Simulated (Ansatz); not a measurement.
LuZr (P-6m2); total moment held at 0.6 μB.

```yaml
crystal:
  lattice:
    - [3.37173, 0.00000, 0.00000]
    - [-1.68587, 2.92001, 0.00000]
    - [0.00000, 0.00000, 5.26147]
  atoms:
    - { symbol: Lu, position: [0.00000, 0.00000, 0.00000] }
    - { symbol: Zr, position: [0.33333, 0.66667, 0.50000] }
```

The geometry is a structure from the Materials Project, held fixed and not relaxed.

Functional, mesh and filling: r²SCAN, 10×10×6 k mesh, Fermi–Dirac smearing of 0.05 eV. PAW means Ansatz 0.2.0 on its default frozen-core files. Site moments are integrated in spheres about the atoms. Start moments (μB): Zr2 0.6.

Iteration by iteration:

```csv
iteration,Harris–Foulkes energy less the last (meV),density residual (eV),M (μB),∫|m| (μB)
1,73.449,5.2e-01,0.6000,0.6001
2,-42.436,3.6e-01,0.6000,0.6028
3,-13.224,1.7e-01,0.6000,0.6084
4,11.221,8.3e-03,0.6000,0.6123
5,2.815,3.6e-03,0.6000,0.6063
6,0.630,1.7e-03,0.6000,0.6035
7,0.001,3.9e-04,0.6000,0.6030
8,0.091,3.7e-05,0.6000,0.6034
9,0.043,1.6e-05,0.6000,0.6033
10,0.015,9.8e-06,0.6000,0.6032
11,0.001,4.5e-06,0.6000,0.6033
12,0.001,8.2e-07,0.6000,0.6033
13,0.001,8.8e-08,0.6000,0.6033
14,0.000,4.5e-08,0.6000,0.6033
15,0.000,2.3e-08,0.6000,0.6033
16,0.000,5.3e-09,0.6000,0.6033
17,0.000,9.1e-10,0.6000,0.6033
```

Site moments (μB): Lu1 0.14, Zr2 0.21. Cell moment 0.60 μB.

The PAW files were made with PBE; the program remakes their cores once for the run's functional and then keeps them frozen. The Ansatz runs typed with the search for lower states off end where their start leads. Spin–orbit coupling is left out although heavy atoms are present. These are results for the start and cell typed. The real compound can order otherwise, in a larger cell, or not at all, since semilocal functionals at zero temperature often overstate magnetism.
